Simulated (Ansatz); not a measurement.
TiAs:
```yaml
crystal:
  lattice:
    - [3.19550, 0.00000, 0.00000]
    - [0.00000, 3.19550, 0.00000]
    - [0.00000, 0.00000, 3.19550]
  atoms:
    - { symbol: Ti, position: [0.00000, 0.00000, 0.00000] }
    - { symbol: As, position: [0.50000, 0.50000, 0.50000] }
```

Relaxed with PBE. Special points in fractions of this cell's reciprocal vectors: Γ (0.000, 0.000, 0.000); X (0.000, 0.500, 0.000); M (0.500, 0.500, 0.000); R (0.500, 0.500, 0.500).

Q: List the band energies nearest the Fermi level at these points for plane-wave PAW PBE with spin–orbit coupling (Ansatz code).

A: In eV from the Fermi level; about four levels below and three above (degenerate sets whole), none deeper than 8.9 eV; points with the same levels are listed once.

```json
[
 {"k": "Γ", "below": "-1.22 -1.22 -1.22 -1.22", "above": "0.55 0.55 0.91 0.91 0.91 0.91"},
 {"k": "X", "below": "-0.89 -0.89 -0.45 -0.45", "above": "2.03 2.03 2.73 2.73"},
 {"k": "M", "below": "-4.23 -4.23 -1.23 -1.23", "above": "0.84 0.84 0.85 0.85"},
 {"k": "R", "below": "-4.68 -4.68 -4.68 -4.68", "above": "2.81 2.81 2.81 2.81"}
]
```

Space group Pm-3m (CsCl type). A made-up cell: these elements were put on the sites of a structure type; neither database checked (COD, Materials Project) lists it. COD files the formula under space group No. 194, so this cell is another polymorph or a model. Whether it is the stable phase at ambient conditions was not checked. The PBE relaxation kept the symmetry of its start; whether a distortion lowers the energy is not shown. The run is not spin-polarised.

Potentials: the earlier of the program's two PAW sets.
